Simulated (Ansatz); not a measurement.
# Run record: phonons of ZrZn (Pm-3m)

Level of theory: PBEsol, all-electron LAPW in Ansatz 0.2.0, scalar-relativistic.

The cell comes from a PAW relaxation under the same functional.

Command line:

```sh
ansatz run input.yaml --threads 1 --pin off --max-ram 3072MiB --backend cpu --events-out ev --progress --plain --runs-dir out
```

input.yaml:

```yaml
crystal:
  lattice:
    - [3.29226598821, 0.0, 0.0]
    - [0.0, 3.29226598821, 0.0]
    - [0.0, 0.0, 3.29226598821]
  atoms:
    - { symbol: Zr, position: [0.5, 0.5, 0.5] }
    - { symbol: Zn, position: [0.0, 0.0, 0.0] }
kpoints:
  mp_grid: { grid: [10, 10, 10] }
scf:
  occupations: { method: fermi_dirac, width: 0.05 }
hamiltonian:
  xc: pbesol
  pseudopotentials: { kind: all_electron, lapw: { basis_error: 0.001 } }
phonons:
  qmesh: [2, 2, 2]
  qpath:
    path:
      - [0.0, 0.0, 0.0]
      - [0.0, 0.5, 0.0]
      - [0.5, 0.5, 0.0]
      - [0.0, 0.0, 0.0]
      - [0.5, 0.5, 0.5]
      - [0.0, 0.5, 0.0]
      - [0.5, 0.5, 0.5]
      - [0.5, 0.5, 0.0]
    npoints: 6
  temperatures: { t_min: 0, t_max: 1000, t_step: 100 }
```

Output (shortened where marked):

```
Warning: RAYON_NUM_THREADS=1 ignored (pool sized by the plan → 1); use --threads N
LAPW: plane waves up to 7.833 Å⁻¹, error target 1.0e-3 eV per atom; small_component_spin mean_spin; Zn in spheres of 1.404 Å, 20 of its electrons in bands, Dirac shells []; Zr in spheres of 1.362 Å, 28 of its electrons in bands, ...
Engine: ansatz 0.2.0, aarch64-unknown-linux-gnu
Pseudopotentials: kind: all_electron
Pseudopotential: Zr, LAPW, valence charge 28, lapw/all_electron/scalar/gaussian/Zr, Koelling and Harmon's equation, gaussian nucleus
Pseudopotential: Zn, LAPW, valence charge 20, lapw/all_electron/scalar/gaussian/Zn, Koelling and Harmon's equation, gaussian nucleus
Functional definition: PBEsol
  exchange = pbesol_x
  correlation = pbesol_c
Crystal: 4 atoms, lattice volume = 71.370 Å³
Basis set: ecut = 233.7940791666583 eV, 557 PW (Γ), FFT grids on a1, a2, a2+a3, exchange–correlation at level 2
Bands: 58, of which v1, the nominal top of the filled ones, is band 48 counted from 1 (47 counted from 0)
Symmetry: 32 space group operations
k-points: 72 of 500
Non-local potential: Zr, projectors of the file, none
Non-local potential: Zn, projectors of the file, none
Initial density: superposition of atomic densities (chi_scale 0.1, normalization cell, long waves kept (reshape's long-wave potential 0.00 eV rms))
Initial wavefunctions: plane waves of lowest kinetic energy (no species holds an atomic orbital)
Functional: x = pbesol(κ = 0.804, μ = 0.12345679012345678), c = pbesol(β = 0.046)
iter 1 solved again at ethr=3.03e-4 eV; its pass at ethr=1.00e-1 eV (dr2=2.91e-1 eV) is discarded
SCF iter   1: F=—  HF=-293415.855367 eV  |F-HF|=—  |Δ(HF+E_count)|=         —  Δρ=2.12e-2  dr2=2.91e-1  ethr=3.03e-4  ⟨swp⟩=2.9  Hψ=25689  notcnv=0
preconditioner: auto → Kerker (q_TF=auto, 2.866 Å⁻¹)  [metal: Δε(μ)=0.014 eV  Ē_g=13.973 eV  σ=0.050 eV  W_gap=0.07  n_scr=30 (ndim 8)  ℏωp=29.2 eV  f_vac=0.000  D(μ)=1.18/eV (n_scr^D=4)]
SCF iter   2: F=—  HF=-293415.728431 eV  |F-HF|=—  |Δ(HF+E_count)|=   1.27e-1  Δρ=1.26e-2  dr2=1.83e-1  ethr=3.03e-4  ⟨swp⟩=3.0  Hψ=13836  notcnv=0
SCF iter   3: F=—  HF=-293414.924224 eV  |F-HF|=—  |Δ(HF+E_count)|=   8.04e-1  Δρ=9.74e-3  dr2=6.69e-2  ethr=1.91e-4  ⟨swp⟩=3.0  Hψ=13240  notcnv=0
SCF iter   4: F=—  HF=-293414.895503 eV  |F-HF|=—  |Δ(HF+E_count)|=         —  Δρ=4.50e-3  dr2=1.61e-2  ethr=6.97e-5  ⟨swp⟩=2.0  Hψ=12404  notcnv=0
the basis was enlarged: its passes take 81.1 KiB over the memory plan, 1 of 1 planned eigensolver slots
SCF iter   5: F=—  HF=-293414.894515 eV  |F-HF|=—  |Δ(HF+E_count)|=   9.88e-4  Δρ=1.36e-3  dr2=2.09e-3  ethr=1.68e-5  ⟨swp⟩=2.0  Hψ=12418  notcnv=0
iter 6 solved again at ethr=7.48e-8 eV; its pass at ethr=2.18e-6 eV (dr2=7.18e-5 eV) is discarded
SCF iter   6: F=—  HF=-293414.893650 eV  |F-HF|=—  |Δ(HF+E_count)|=   8.65e-4  Δρ=3.58e-4  dr2=7.17e-5  ethr=7.48e-8  ⟨swp⟩=2.0  Hψ=20954  notcnv=0
SCF iter   7: F=—  HF=-293414.893420 eV  |F-HF|=—  |Δ(HF+E_count)|=   2.30e-4  Δρ=1.37e-4  dr2=9.16e-6  ethr=7.47e-8  ⟨swp⟩=3.0  Hψ=12669  notcnv=0
SCF iter   8: F=—  HF=-293414.893419 eV  |F-HF|=—  |Δ(HF+E_count)|=   1.03e-6  Δρ=4.97e-5  dr2=1.55e-6  ethr=9.55e-9  ⟨swp⟩=2.0  Hψ=12421  notcnv=0
[... 108 lines left out ...]
SCF iter   2: F=—  HF=-293414.893007 eV  |F-HF|=—  |Δ(HF+E_count)|=   1.46e-4  Δρ=2.95e-4  dr2=1.81e-4  ethr=6.79e-7  ⟨swp⟩=2.0  Hψ=9997  notcnv=0
iter 3 solved again at ethr=1.12e-9 eV; its pass at ethr=1.88e-7 eV (dr2=1.08e-6 eV) is discarded
SCF iter   3: F=—  HF=-293414.892954 eV  |F-HF|=—  |Δ(HF+E_count)|=   5.30e-5  Δρ=2.76e-5  dr2=1.08e-6  ethr=1.12e-9  ⟨swp⟩=2.2  Hψ=17039  notcnv=0
SCF iter   4: F=—  HF=-293414.892953 eV  |F-HF|=—  |Δ(HF+E_count)|=   7.34e-7  Δρ=2.24e-5  dr2=1.04e-6  ethr=1.12e-9  ⟨swp⟩=2.0  Hψ=9998  notcnv=0
SCF iter   5: F=—  HF=-293414.892953 eV  |F-HF|=—  |Δ(HF+E_count)|=   3.71e-7  Δρ=5.19e-6  dr2=4.18e-8  ethr=1.09e-9  ⟨swp⟩=2.0  Hψ=9997  notcnv=0
SCF iter   6: F=—  HF=-293414.892953 eV  |F-HF|=—  |Δ(HF+E_count)|=   1.46e-8  Δρ=2.38e-6  dr2=6.73e-9  ethr=4.35e-11  ⟨swp⟩=2.0  Hψ=9997  notcnv=0
SCF iter   7: F=—  HF=-293414.892953 eV  |F-HF|=—  |Δ(HF+E_count)|=   4.95e-9  Δρ=1.47e-6  dr2=2.32e-9  ethr=1.14e-11 (applied; sched 7.01e-12)  ⟨swp⟩=2.0  Hψ=9997  notcnv=0
SCF iter   8: F=-293414.892953 eV  HF=-293414.892953 eV  |F-HF|=3.49e-10  |Δ(HF+E_count)|=  5.82e-11  Δρ=5.91e-7  dr2=3.45e-10  ethr=1.14e-11 (applied; sched 2.41e-12)  ⟨swp⟩=2.0  Hψ=9997  notcnv=0
SCF 9 converged in 8 iterations: F = -293414.892953 eV  dr2 = 3.45e-10
SCF converged after 11 iterations
Free energy (F): -293414.893417 eV
Harris-Foulkes:  -293414.893417 eV  (|F-HF|=5.82e-11)
Internal energy: -293414.885185 eV  (E = F + TS)
E sigma→0 (E₀):  -293414.889301 eV
Entropy (-TS):   -0.008232 eV (-2.058 meV/atom)
Fermi energy:    16.005710 eV
--- Per-component energies (eV) ---
  E_band       = -7723.894595
  E_kinetic    = 301626.084352
  E_xc         = -9933.619874
  E_electrostatic = -585107.349662  (all electrons and nuclei)
  E_smearing   = -0.008232  (= −TS)
  E_closure    = 0.000000  (closes the sum)
  Σ components = -293414.893417   (vs F -293414.893417, Δ=0.00e0)
  Basis errors (estimates in eV, not in F): energy 2.7e-4 per atom: plane waves 2.3e-4 (1.3e-4 summed), levels above the bands 8.9e-58, relativity 9.2e-9, radial functions 3.8e-5, core shells 1.5e-6; eigenvalues (radial functions ...
--- Forces (eV/Å), atoms counted from 1 ---
  atom   1  Zr     0.00000000    -0.00000000     0.00000000
  atom   2  Zn     0.00000000     0.00000000     0.00000000
  atom   3  Zr    -0.00000000     0.00000000    -0.00000000
  atom   4  Zn    -0.00000000     0.00000000     0.00000000
  max |Σ_I F_I| component: 3.93e-30 eV/Å
--- Phonons: 6 displaced members + 3 references (amplitude of the first 0.01 Å, Σ member SCF iterations 46) ---
  ASR residual: 2.077e-3 → 0.000e0 eV/Å²; symmetrization residual: 8.099e-4 eV/Å²
  largest component of a force at the reference: 4.7e-30 eV/Å
  ASR residual per site (eV/Å²): 1.33e-3 2.08e-3
  Γ frequencies (cm⁻¹): 0.00 0.00 0.00 179.98 179.98 179.98
--- Phonons (by wavevector): 4 wavevectors in 3 supercells ---
  supercell 1 (2 cells, vectors [1, 0, 0], [0, 1, -1], [0, 0, 2] in multiples of the cell's): 2 displaced members by 0.01 Å; free energy -293414.893417 eV; taken off its force constants: by the sum rule 4.7e-4, by the ...
  symmetry images taken by strict's conditions (phonons.symmetry_images: auto; settled by no image being taken that strict refuses)
  supercell 2 (2 cells, vectors [1, 0, 0], [0, 1, 0], [0, 0, 2] in multiples of the cell's): 2 displaced members by 0.01 Å; free energy -293414.893417 eV; taken off its force constants: by the sum rule 2.7e-4, by the ...
  symmetry images taken by strict's conditions (phonons.symmetry_images: auto; settled by no image being taken that strict refuses)
  supercell 3 (2 cells, vectors [0, 1, -1], [-1, 1, 0], [0, 0, 2] in multiples of the cell's): 2 displaced members by 0.01 Å; free energy -293414.893417 eV; taken off its force constants: by the sum rule 2.1e-3, by the ...
  symmetry images taken by strict's conditions (phonons.symmetry_images: auto; settled by no image being taken that strict refuses)
  q = [0.0000, 0.0000, 0.0000] (star 1, supercell 1; hermiticity 9.34e-17, symmetrization 2.91e-5): -0.00 -0.00 -0.00 179.98 179.98 179.98
  q = [0.0000, 0.0000, -0.5000] (star 3, supercell 2; hermiticity 1.23e-16, symmetrization 1.95e-16): 130.35 130.35 146.38 146.38 157.30 201.84
  q = [0.0000, -0.5000, -0.5000] (star 3, supercell 1; hermiticity 1.28e-16, symmetrization 9.34e-16): 60.67 60.67 92.64 148.84 253.43 253.43
  q = [-0.5000, -0.5000, -0.5000] (star 1, supercell 3; hermiticity 1.25e-16, symmetrization 9.55e-16): 161.14 161.14 161.14 204.71 204.71 204.71
  joined force constants: q→R imaginary residual 2.66e-17
  density of states and harmonic sums: on the 20×20×20 q-mesh, interpolated from the force constants of a 2×2×2 supercell (no non-analytic term)
  largest difference from the sums on the solved wave vectors: F 7.12e-2 eV, S 1.04e-4 and C_V 3.23e-5 eV/K
```

The calculation finished and met its thresholds.

### Zone-centre phonons

Harmonic phonons of a crystal by Kohn-Sham DFT at the given cell, standard atomic masses, acoustic sum rule imposed; negative wavenumbers are unstable modes; optical zone-centre levels upwards with Mulliken labels, activity, and the element with most of the kinetic energy.

* Point group: m-3m

| number | phonon wavenumber (cm⁻¹) | label | infrared | raman | lead element |
| --- | --- | --- | --- | --- | --- |
| 1 | 180 | T1u | yes | no | Zn |

Phonons on the q mesh:

One row a degenerate set, branches counted upwards.

| Item | Value |
| --- | --- |
| Unstable phonons | no |

| point | q a (r.l.u.) | q b (r.l.u.) | q c (r.l.u.) | branch | phonon wavenumber (cm⁻¹) | degeneracy |
| --- | --- | --- | --- | --- | --- | --- |
| Gamma | 0 | 0 | 0 | 4 | 180 | 3 |
| X | 0.5 | 0 | 0 | 1 | 130.4 | 2 |
| X | 0.5 | 0 | 0 | 3 | 146.4 | 2 |
| X | 0.5 | 0 | 0 | 5 | 157.3 | 1 |
| X | 0.5 | 0 | 0 | 6 | 201.8 | 1 |
| M | 0.5 | 0.5 | 0 | 1 | 60.7 | 2 |
| M | 0.5 | 0.5 | 0 | 3 | 92.6 | 1 |
| M | 0.5 | 0.5 | 0 | 4 | 148.8 | 1 |
| M | 0.5 | 0.5 | 0 | 5 | 253.4 | 2 |
| R | 0.5 | 0.5 | 0.5 | 1 | 161.1 | 3 |
| R | 0.5 | 0.5 | 0.5 | 4 | 204.7 | 3 |

### Harmonic thermodynamics

Sums over wave vectors interpolated from the q mesh.

* Zero point energy: 27.84 meV/atom

```csv
temperature (K),phonon heat capacity (k_B/atom),phonon entropy (k_B/atom),phonon free energy (meV/atom)
100,2.049,1.503,23.1
200,2.698,3.181,2.4
300,2.859,4.312,-30.17
400,2.919,5.144,-71.07
500,2.948,5.798,-118.3
600,2.963,6.337,-170.7
700,2.973,6.795,-227.3
800,2.979,7.192,-287.6
900,2.984,7.544,-351.1
1000,2.987,7.858,-417.5
```

Caveats: responses of metals move with mesh and smearing; activity by symmetry alone, a metal screens infrared modes; coarse q mesh.

Cost: 21 min on 1 thread of Arm Neoverse V1, on a shared host, peak memory 1.2 GiB.
